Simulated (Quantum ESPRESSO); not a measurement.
# One change at a time to GaRh3RuTa3

Calculated results; nothing here was measured. They come from Quantum ESPRESSO 7.5, a public plane-wave density functional program. Each row is one single-point run on a made-up periodic cell of eight metal atoms, with elements, volume, strain and displacements drawn at random and not relaxed, so a cell may be unstable or far from any real phase. There is no spin polarisation or spin-orbit coupling.

Settings: PBE unless stated; PseudoDojo standard norm-conserving files; Fermi-Dirac width 0.25 eV, which means electrons at about 2900 K; cutoff 1197 eV; 5 x 5 x 5 k mesh shifted half a step off Gamma. E is the free energy of the whole cell (internal energy minus TS), so a -TS column is already part of it. Stress is positive in tension, and the pressure P is minus a third of its trace.

Checks: one run of this series was repeated at a higher cutoff and on a denser mesh, which moved values by no more than 0.004 eV, 0.05 GPa and 0.003 eV/Å, and a second program with other atomic files agreed on it to 2 % rms in force and 0.5 GPa in pressure. Known limits: heavy elements are run without spin-orbit coupling, which real alloys of them have; a spin test at this wide smearing found no moment, but such smearing suppresses magnetism that the real alloy may have.

The lattice is hexagonal close-packed, and the cell vectors in Å are (2.935, 0.000, 4.635); (2.935, 0.000, -4.635); (-2.935, 5.084, 0.000), a volume of 138.33 Å³ in run 1. The elements on sites 1 to 8 are Ta Ru Ta Rh Ta Rh Rh Ga. Each later run makes one change to run 1 and keeps the rest. E is counted from run 1, and is n/a where other atomic files have another zero of energy.

```
run,change,V (Å³),P (GPa),-TS (eV),rms force (eV/Å),largest change of a force component (eV/Å),E (eV)
1,none,138.33,-16.66,-1.532,0.458,0.000,0.000
2,sites 1 and 8 exchanged,138.33,-16.18,-1.613,0.370,0.633,0.311
3,all lengths scaled by +1.12 %,143.03,-20.80,-1.608,0.395,0.188,0.550
4,LDA in place of PBE,138.33,-28.20,-1.542,0.396,0.250,n/a
5,Ti on site 2,138.33,-11.41,-1.689,0.403,0.705,n/a
6,site 1 moved by +0.24 Å along z,138.33,-15.74,-1.558,0.757,2.040,?
```

## Worked estimate

Along the move dE = -F dx. The force on site 1 along z is -0.470 eV/Å in run 1 and -2.510 eV/Å in run 6, and the move is +0.24 Å, so the mean force times the move gives an estimate.

## Withheld value

Question: what E should run 6 give?

The estimate is 0.358 eV. The calculation gave 0.356 eV.
